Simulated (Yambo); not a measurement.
G0W0@LDA for Cs₂KCoF₆ (space group Fm-3m, No. 225) in Yambo. Reference settings: 2×2×2 Γ-centred k mesh, bands 5 to 277 and a 7 Ry block in the screening, 277 bands in G with the Bruneval-Gonze terminator, plasmon pole fitted at 27.2 eV. The LDA gap X → X on this mesh is 0.97 eV; G0W0 gaps are taken between the same points.

Gap (X → X) in eV against the number of bands and the screening block, terminator on:

```
bands (W and G)   2 Ry   3 Ry   4 Ry   6 Ry   7 Ry
---------------  -----  -----  -----  -----  -----
77               6.624  5.519  5.179  4.729  4.646
111              6.305  5.384  5.043  4.629  4.535
159              6.353  5.385  5.039  4.609  4.512
218              6.319  5.353  5.013  4.562  4.459
277              6.365  5.377  5.039  4.578  4.470
```

Rough cost of the Yambo step against the reference (shared machines):

| bands (W and G) | 2 Ry | 3 Ry | 4 Ry | 6 Ry | 7 Ry |
|---|---|---|---|---|---|
| 77 | 1/5 | 1/5 | 1/5 | 1/5 | 1/4 |
| 111 | 1/4 | 1/3 | 1/3 | 1/3 | 1/3 |
| 159 | 1/3 | 1/2 | 1/2 | 1/2 | 1/2 |
| 218 | ~1 | ~1 | ~1 | ~1 | ~1 |
| 277 | ~1 | ~1 | ~1 | ~1 | 1 |

At the largest block the last step in bands moves the gap by 0.011 eV; at the most bands the last step in the block moves it by -0.108 eV.

The 3d shell has no Hubbard U; the runs are without spin polarisation, and magnetic order was not tried.

Geometry of the Materials Project entry, not relaxed at this level; primitive cell a = b = c = 6.3904 Å, α = β = γ = 60.00°.

The structure is a Materials Project entry; no match was found in the copy of COD used, and its stability was not checked.
